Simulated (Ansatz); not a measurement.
NbSiAs in space group P4/nmm (No. 129; Nb on 2c, Si on 2a, As on 2c), DFT-PBE in the program Ansatz with PAW potentials, all energies at zero smearing, with the estimated change up to a 700 eV cutoff added, with one set of potentials and settings (totals compare only within such a set). Cell of 6 atoms (2 Nb, 2 Si, 2 As): -20092.083 eV.

| element | reference phase | E (eV/atom) |
|---|---|---|
| Nb | Im-3m, 1 atoms in the cell | -4552.2836 |
| Si | Fd-3m, 2 atoms in the cell | -635.8096 |
| As | R-3m, 2 atoms in the cell | -4856.1377 |

Formation energy per atom, worked out: (-20092.083 − 2×(-4552.2836) − 2×(-635.8096) − 2×(-4856.1377))/6 = -0.604 eV/atom (-58 kJ per mol of atoms), at 0 K, without zero-point energy or fitted corrections.

The workflow started from a Materials Project entry (that database holds measured and hypothetical structures alike); the Crystallography Open Database files this formula in space group No. 129, but the cells were not matched. Whether it is the stable phase at ambient conditions was not checked. Symmetry was held in the PBE relaxation; whether a distortion lowers the energy is not shown. The run is not spin-polarised. The references are the lowest solids computed at this level, not always the standard phases.

Potentials: the later of the program's two PAW sets.
